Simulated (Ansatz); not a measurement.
Method: DFT PBE, scalar-relativistic, plane waves, PAW (Ansatz 0.2.0). All cells share a 420 eV cutoff and Γ-centred k meshes spaced at most about 0.3 Å⁻¹ (about 0.25 or finer for metals, 2π included). No spin polarisation in the final relaxations.

These are static total energies at zero pressure. All come from trial cells, and lower structures may exist.

**Question.** Order these relaxed structures of ScS4 by energy, lowest first, with the energy over the lowest of them.
A.

Space group Cmmm (No. 65). a = 6.820 Å, b = 7.992 Å, c = 3.607 Å, α = 90.00°, β = 90.00°, γ = 90.00°
| atom | site | symmetry | x | y | z |
| --- | --- | --- | --- | --- | --- |
| Sc | 2a | mmm | 0.0000 | 0.0000 | 0.0000 |
| S | 4h | 2mm | 0.7293 | 0.0000 | 0.5000 |
| S | 4i | m2m | 0.5000 | 0.8174 | 0.0000 |

B.

Space group P6/mmm (No. 191). a = 5.250 Å, b = 5.250 Å, c = 4.979 Å, α = 90.00°, β = 90.00°, γ = 120.00°
```
atom  site  symmetry       x       y       z
  Sc    1a     6/mmm  0.0000  0.0000  0.0000
   S    3f       mmm  0.5000  0.0000  0.0000
   S    1b     6/mmm  0.0000  0.0000  0.5000
```

C.

Space group I4/mmm (No. 139). a = 3.389 Å, b = 3.389 Å, c = 17.836 Å, α = 90.00°, β = 90.00°, γ = 90.00°
```
atom  site  symmetry       x       y       z
  Sc    2a     4/mmm  0.0000  0.0000  0.0000
   S    4e       4mm  0.0000  0.0000  0.4312
   S    4d      -4m2  0.0000  0.5000  0.2500
```

D.

Space group P6/mmm (No. 191). a = 4.823 Å, b = 4.823 Å, c = 5.285 Å, α = 90.00°, β = 90.00°, γ = 120.00°
```json
{"atom": "Sc", "site": "1b", "symmetry": "6/mmm", "x": "0.0000", "y": "0.0000", "z": "0.5000"}
{"atom": "S", "site": "4h", "symmetry": "3m.", "x": "0.3333", "y": "0.6667", "z": "0.6972"}
```

**Answer.** C (0 meV/atom), D (206 meV/atom), B (234 meV/atom), A (462 meV/atom). Forms: C I4/mmm; D P6/mmm; B P6/mmm; A Cmmm. Counting S atoms around Sc (those within 1.25 times the shortest such distance or 1.15 times the sum of covalent radii, 1.27 where that leaves under three): C has Sc 8; D has Sc 12; B has Sc 8; A has Sc 6. C holds S–S nets (shortest 2.40 Å); D holds S–S pairs (shortest 2.08 Å) (bonds between like non-metal atoms; other contacts aren't counted).

Weakly bound directions are ill-defined at this level, which has no dispersion term (I4/mmm, P6/mmm at 21.3 Å³/atom, Cmmm), and this can change margins and order among such cells. In I4/mmm, P6/mmm at 21.3 Å³/atom, P6/mmm at 23.8 Å³/atom, Cmmm an odd number of electrons in the primitive cell allows no gap without spin; a larger cell or a magnetic state could open one. Cells relaxed within their symmetry can be saddle points. Some candidate types were left out of the draw beforehand, so a known form may be missing.
